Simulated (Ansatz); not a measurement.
# Vibrations of SnTe (Fm-3m) by finite displacements

```yaml
crystal:
  lattice:
    - [0.00000, 3.14400, 3.14400]
    - [3.14400, 0.00000, 3.14400]
    - [3.14400, 3.14400, 0.00000]
  atoms:
    - { symbol: Sn, position: [0.00000, 0.00000, 0.00000] }
    - { symbol: Te, position: [0.50000, 0.50000, 0.50000] }
```

Conventional cell: a = 6.288 Å, b = 6.288 Å, c = 6.288 Å, α = 90.00°, β = 90.00°, γ = 90.00°. Sn (atom 1) has 6 Te at 3.14 Å as nearest neighbours. Around Te (atom 2) lie 6 Sn at 3.14 Å.

Unless marked otherwise, the numbers come from PBEsol, all-electron LAPW in Ansatz 0.2.0, scalar-relativistic. k mesh 10×10×10, fixed occupations, basis error target 1 meV/atom. The cell was relaxed by PAW under this functional.

Atoms are displaced by 0.01 Å in the smallest supercells that hold the wave vectors of a 2×2×2 mesh. Negative values stand for unstable modes. The zone centre has no LO-TO term.

Q: What are the phonon energies at the solved wave vectors, in cm⁻¹?

A: 

```tsv
q	point	modes (cm⁻¹)
0.000 0.000 0.000	Gamma	19.8 (×3)
0.500 0.000 0.000	L	79.2 (×2), 100.4 (×2), 106.7, 122.6
0.500 0.500 0.000	X	33.1 (×2), 44.7, 76.6, 78.5 (×2)
```

Q: Is the structure dynamically stable at these wave vectors?

A: Yes, no mode is unstable there; wave vectors off this mesh aren't tested.

Q: How do the optical zone-centre modes decompose, and which are active?

A: Point group m-3m: Γ_opt = T1u.

```tsv
label	cm⁻¹	activity	mostly
T1u	19.8	IR	Sn (52 %)
```

Q: How well do frozen-core PAW files reproduce these all-electron values?

A: With a cutoff of 420 eV and displacements of 0.0025 Å, the r.m.s. difference over the modes is 0.1 cm⁻¹; the largest difference is 19.6 (PAW) against 19.8 cm⁻¹ (LAPW).

Q: The cell is scaled evenly to 60.912 and 63.399 Å³ (from 62.155), with free atoms relaxed and the shape held. What are the mode Grüneisen parameters γ = −d ln ω/d ln V?

A: For the highest mode, 125.7 cm⁻¹ in the small cell and 119.5 in the large one give γ ≈ 1.26. From the change of the dynamical matrix on each mode:

```
point   cm⁻¹     γ
    L   79.2  2.34
    L  100.4  1.69
    L  106.7  1.45
    L  122.6  1.26
    X   33.1  1.25
    X   44.7  1.96
    X   76.6  7.26
    X   78.5  4.98
```

Q: Linear response on PAW files adds the field. What are the dielectric tensor, the Born charges and the LO shift?

A: ε∞ = (71.73, 71.73, 71.73) along x, y, z with local fields. Born charges (xx, yy, zz): Sn1 (7.61, 7.61, 7.61); Te2 (-7.61, -7.61, -7.61). The highest zone-centre mode lies at 19.6 cm⁻¹ without the macroscopic field and at 103.9 cm⁻¹ with it, for q along x. With the ions free to follow the field, the program's ε₀ is (2023.36, 2023.36, 2023.36). It goes as 1/ω² of soft polar modes here, so it is very sensitive to volume and functional.

Known limits: the gap is tiny at this level, and band order or a closed gap can change these values; rock-salt SnTe distorts to a rhombohedral form at low temperature, and its gap hangs on spin-orbit coupling; the frozen-core PAW files of the compared runs were fitted under PBE, their cores solved anew for this functional; field response not resolved by the mesh; modes that are unstable or so soft that |γ| passes 8 are left out of the Grüneisen table, since γ diverges as ω goes to zero; semilocal gaps are low, and ε∞ tends to come out large.
